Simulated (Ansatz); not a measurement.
ReP (zincblende structure)

The computed numbers are results of PBEsol, scalar-relativistic (no spin polarisation) in the plane-wave PAW code Ansatz at 420 eV, 12×12×12 k-mesh, Gaussian smearing of 0.05 eV; PAW files: Ansatz's generated set soft_2.

```
CELL_PARAMETERS angstrom
0.00000 2.62967 2.62967
2.62967 0.00000 2.62967
2.62967 2.62967 0.00000
ATOMIC_POSITIONS crystal
Re 0.00000 0.00000 0.00000
P 0.25000 0.25000 0.25000
```

The structure was built from a prototype; whether the compound forms in it isn't claimed.

The cell is relaxed to zero pressure at this level.

The cell has space group F-43m (read at 0.01 Å). In it the stress is 0.00, 0.00, 0.00, 0.00, 0.00, 0.00 GPa and the largest force component 0.000 eV/Å. Each change below starts from this cell, without further relaxation. Stress is in GPa, positive in compression, in the order xx, yy, zz, yz, xz, xy; energies are counted from the cell above and are free energies with the smearing's entropy, which match forces and stress in a metal.

**Question.** One atom was moved along a Cartesian axis, and these forces appeared. Which atom, and about how far?
```
atom  Fx (eV/Å)     Fy     Fz
 Re1      3.227  0.000  0.000
  P2     -3.227  0.000  0.000
```

**Answer.** Atom 2 (P) is moved by 0.20 Å along x; the energy changes by 316.1 meV per cell. Moving the other atom the opposite way is the same thing.

**Question.** What stress follows from an engineering strain of -1 % in yz, atoms carried along?

**Answer.** 0.05, 0.01, 0.01, 1.08, 0.00, 0.00 GPa; the energy changes by 1.2 meV per cell.
```tsv
atom	Fx (eV/Å)	Fy	Fz
Re1	-0.238	0.000	0.000
P2	0.238	0.000	0.000
```
The change of the stress over the strain gives a clamped-atom stiffness of about 108 GPa for this component.
In a harmonic crystal the energy would rise by V(½Cε² − σ₀ε), with σ₀ the stress of the unstrained cell, = 1.2 meV, which matches.

Spin–orbit coupling, which matters for such heavy elements, is left out.
